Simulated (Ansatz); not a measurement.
# Data sheet: Re (DFT)

Re:
```cif
data_Re2
_chemical_formula_sum 'Re2'
_space_group_name_H-M_alt 'Im-3m'
_space_group_IT_number 229
_space_group_name_Hall '-I 4 2 3'
_cell_length_a 3.08522
_cell_length_b 3.08522
_cell_length_c 3.08522
_cell_angle_alpha 90.000
_cell_angle_beta 90.000
_cell_angle_gamma 90.000
loop_
_atom_site_label
_atom_site_type_symbol
_atom_site_symmetry_multiplicity
_atom_site_Wyckoff_symbol
_atom_site_fract_x
_atom_site_fract_y
_atom_site_fract_z
_atom_site_occupancy
Re1 Re 2 a 0.00000 0.00000 0.00000 1
```
(The calculation used a cell of 1 atom; values per cell refer to that cell.)

Space group Im-3m (No. 229), bcc (W type); conventional cell a = 3.0852 Å, b = 3.0852 Å, c = 3.0852 Å, α = 90.00°, β = 90.00°, γ = 90.00°.

Method: DFT-PBEsol in the program Ansatz with PAW potentials. The cell and atoms are relaxed at this level. Other levels are named where they apply.

**Cell and energy**

- Volume per atom: 14.68 Å³
- Density: 21.06 g/cm³

**Electronic structure**

* **Electronic character**: metallic (no gap)
* **Density of states at the Fermi level**: 1.0 states/eV per atom (mean over ±0.08 eV)
* **Gap with spin–orbit coupling**: none (metallic)

**Mechanics**

* **Bulk modulus (Birch–Murnaghan fit)**: 381 GPa
* **Pressure derivative B′**: 4.5
* **Elastic constants (relaxed ions, GPa)**: C11 = 374, C12 = 385, C44 = 185
* **Mechanical stability**: unstable (C has a negative eigenvalue)

The start of the workflow was typed in or built on a structure type; the Crystallography Open Database copy checked does not list it. It is not the phase usual at ambient conditions (space group No. 194). The cell keeps a stress of up to 0.2 GPa. Symmetry was held in the PBEsol relaxation. No spin polarisation was allowed. As this level gives no gap, shear constants depend on the k-mesh and smearing (Fermi–Dirac, 0.1 eV here). Spin–orbit coupling is left out wherever it is not named.

Potentials: the later of the program's two PAW sets.
